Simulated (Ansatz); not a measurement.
Data:

BaMoP2O8:
```
BaMoP2O8
1.0
    4.18590     2.63270     0.00000
   -4.18590     2.63270     0.00000
   -0.53408     0.00000     7.71484
Ba Mo P O
1 1 2 8
Direct
  0.00000   0.00000   0.00000
  0.00000   0.00000   0.50000
  0.36472   0.63528   0.71147
  0.63528   0.36472   0.28853
  0.28916   0.23057   0.31254
  0.71084   0.76943   0.68746
  0.23057   0.28916   0.68746
  0.76943   0.71084   0.31254
  0.68967   0.31033   0.10528
  0.31033   0.68967   0.89472
  0.23120   0.76880   0.56440
  0.76880   0.23120   0.43560
```
The run is spin-polarised; directions of the spins, atom by atom: 0 ↑ 0 0 0 0 0 0 0 0 0 0.

This is the PBEsol-relaxed structure.

Q: All from the program Ansatz at the PBEsol level (PAW), unless another level is named. Estimate the electronic character.

A: metallic (no gap).

Q: Give the formation energy from the elements (no fitted shifts).

A: -230 kJ/mol of atoms.

Q: Give the density of states at the Fermi level.

A: 0.32 states/eV per atom (mean over ±0.08 eV).

Space group C2/m. The first step of the workflow began from a Materials Project structure, measured or hypothetical; the Crystallography Open Database files this formula in space group No. 12, but the cells were not matched. Whether it is the stable phase at ambient conditions was not checked. The PBEsol relaxation kept the symmetry of its start; whether a distortion lowers the energy is not shown. The final state is ferromagnetic, the only order run, not a proven ground state. The cell computed holds one magnetic atom, so no antiferromagnetic order was within reach. No Hubbard U is applied. The references are the lowest solids computed at this level, not always the standard phases (solids in place of the gases). Spin–orbit coupling is left out wherever it is not named.

Potentials: the later of the program's two PAW sets.
